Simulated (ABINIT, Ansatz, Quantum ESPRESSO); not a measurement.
GeCN2: programs and potentials compared

```xyz
4
Lattice="1.7938 1.0356 4.9220 -1.7938 1.0356 4.9220 0.0000 -2.0713 4.9220" Properties=species:S:1:pos:R:3 pbc="T T T"
Ge    0.0111    0.0345    0.0193
N    -0.0263   -0.0110    8.5986
N     0.0123   -0.0697    6.2020
C    -0.0371    0.0340    7.3699
```

The cell comes from a database or a generator and needn't be the stable form of this composition.

Atoms were shifted at random by some hundredths of an Å from the given cell, which wasn't relaxed again for these runs.

Alike in all runs: task single point; functional PBEsol; k mesh 9 × 9 × 9; occupations fermi-dirac, width 0.05 eV; no spin polarisation; no spin-orbit coupling. Pressure is positive in compression and, in plane waves, holds the error of the finite cutoff, which Ansatz's Pulay term estimates and takes out.

| program and potentials | plane-wave cutoff (eV) | notes | pressure (GPa) | largest force (eV/Å) | energy over the undisturbed cell (meV/atom) |
| --- | --- | --- | --- | --- | --- |
| Ansatz, Ansatz PAW | 420 | potentials made for PBE, which Ansatz adapts in part; Pulay term of +0.47 GPa included | 4.15 | 5.659 | 58.77 |
| ABINIT, PseudoDojo NC SR PBEsol v0.4.1 standard | 1143 | - | 4.53 | 5.853 | 61.63 |
| Ansatz, all-electron LAPW, scalar-relativistic | - | - | 4.13 | 5.652 | - |
| Quantum ESPRESSO, GBRV 1.5 PBEsol | 612 | - | 4.42 | 5.960 | 62.15 |

Force on atom 3 (N), eV/Å:

```json
{"program and potentials": "Ansatz, Ansatz PAW", "x": "-0.020", "y": "0.110", "z": "-5.658"}
{"program and potentials": "ABINIT, PseudoDojo NC SR PBEsol v0.4.1 standard", "x": "-0.013", "y": "0.094", "z": "-5.853"}
{"program and potentials": "Ansatz, all-electron LAPW, scalar-relativistic", "x": "-0.021", "y": "0.113", "z": "-5.651"}
{"program and potentials": "Quantum ESPRESSO, GBRV 1.5 PBEsol", "x": "-0.009", "y": "0.087", "z": "-5.960"}
```

The pressure spans 4.13 (Ansatz, all-electron LAPW, scalar-relativistic) to 4.53 GPa (ABINIT, PseudoDojo NC SR PBEsol v0.4.1 standard), with all-electron results at 4.13.

Differences between rows come from potentials, basis sets and numerical settings, since the functional is the same but for its coding. Runs on potential files found faulty are left out.
